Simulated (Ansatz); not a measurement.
Values for one crystal, relaxed and computed with DFT-r²SCAN in the program Ansatz with PAW potentials; other levels are named.

Volume per atom: 33.19 Å³
Electronic character: metallic (no gap)
Debye temperature from the elastic constants: 201 K
Dynamical stability on the path: stable (no imaginary branch)
Bulk modulus (Birch–Murnaghan fit): 37.7 GPa
Young's modulus: 43.8 GPa
Vibrational entropy at 300 K: 45.6 J/(K·mol of atoms)

### Question
Which of these materials gives this?
(A) Au, fcc (Cu type)
(B) Pt, fcc (Cu type)
(C) Y, fcc (Cu type)
(D) Be, fcc (Cu type)

### Answer
C, Y, fcc (Cu type)

Space group Fm-3m (fcc (Cu type)). The workflow started from a Materials Project entry (that database holds measured and hypothetical structures alike); the Crystallography Open Database files this formula in space group No. 225, but the cells were not matched. It is not the phase usual at ambient conditions (space group No. 194). The cell was relaxed with r²SCAN under the symmetry of its start. No spin polarisation was allowed. As this level gives no gap, shear constants depend on the k-mesh and smearing (Fermi–Dirac, 0.1 eV here). Scalar-relativistic: spin–orbit coupling is off unless named, which matters more the heavier the elements.

Potentials: the earlier of the program's two PAW sets. The files were generated under PBE; for other functionals the program regenerates the frozen cores, and for LDA and PBEsol the local potential too.
